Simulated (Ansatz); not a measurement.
A relaxed cell of Na3Rh is given with its symmetry left out. The cell was found from a structure generator's guess, not taken from experiment.

All numbers below come from DFT PBE, scalar-relativistic, plane waves, PAW (Ansatz 0.2.0). Cutoff 420 eV, Γ-centred mesh, Gaussian smearing, no spin polarisation.

```
Na Rh
1.0
     7.96072    0.00000    0.00000
    -3.98036    6.89419    0.00000
     0.00000    0.00000    2.83424
Na Rh
3 1
Direct
  0.81951 0.18049 0.00000
  0.81951 0.63902 0.00000
  0.36098 0.18049 0.00000
  0.00000 0.00000 0.50000
```

The zero of energy is the elements' standard structures at the same level; no fitted shifts are applied.

Task: What space group does it have?

Result: P-6m2 (No. 187). Conventional cell: a = 7.961 Å, c = 2.834 Å. Na is surrounded by 2 Na at 2.83 Å, 2 Rh at 2.86 Å and 2 Na at 3.65 Å; Rh is surrounded by 2 Rh at 2.83 Å and 6 Na at 2.86 Å.

Task: How far does it lie from the elements in energy?

Result: +0.55 eV/atom. A positive value: parting into the elements would lower its energy.

Task: Is it a metal?

Result: Yes, bands cross the Fermi level on the 6×6×16 mesh.

The last run used a 6×6×16 mesh (in the run's order of axes) for its 4-atom cell and Gaussian smearing of 0.10 eV. Symmetry constrained the relaxation, so the result can be a saddle point.
